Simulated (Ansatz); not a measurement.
Space group Pm-3m (No. 221). a = 3.947 Å, b = 3.947 Å, c = 3.947 Å, α = 90.00°, β = 90.00°, γ = 90.00°
```
atom site symmetry x y z
  Sr    1b m-3m  0.5000  0.5000  0.5000
  Ti    1a m-3m  0.0000  0.0000  0.0000
   O    3d    4/mm.m  0.5000  0.0000  0.0000
```

Equation of state of this SrTiO3 structure (not necessarily the ground state), with shape and atoms relaxed at each volume where symmetry leaves them free. The calculation used DFT PBE+U, scalar-relativistic, plane waves, PAW in Ansatz.

Cutoff 420 eV; k points 8×8×8 on the computed 5-atom cell (Γ-centred); Gaussian smearing, width 0.02 eV; U_eff Ti 4.00 eV on the d shells (Löwdin-orthogonalised atomic orbitals); no spin polarisation.

```tsv
V (Å³/atom)	E − E(largest V) (meV/atom)	P (GPa)	gap on mesh (eV)
10.823	62.56	28.42	2.59
11.192	7.62	19.50	2.52
11.561	-28.32	11.93	2.44
11.930	-48.17	5.49	2.37
12.299	-54.34	0.01	2.30
12.668	-48.88	-4.66	2.23
13.037	-33.48	-8.63	2.15
13.529	0.00	-13.02	2.06
```

Problem. Fit a third-order Birch–Murnaghan equation to E(V).

Solution. V0 = 12.30 Å³/atom, B0 = 168 GPa, B0' = 4.4.

Symmetry holds off the tilts and polar distortions that many cubic perovskites undergo.

Cost: 8 runs of about 1.2 core-minutes in all, on Intel Xeon Platinum 8375C (Ice Lake) (shared hosts).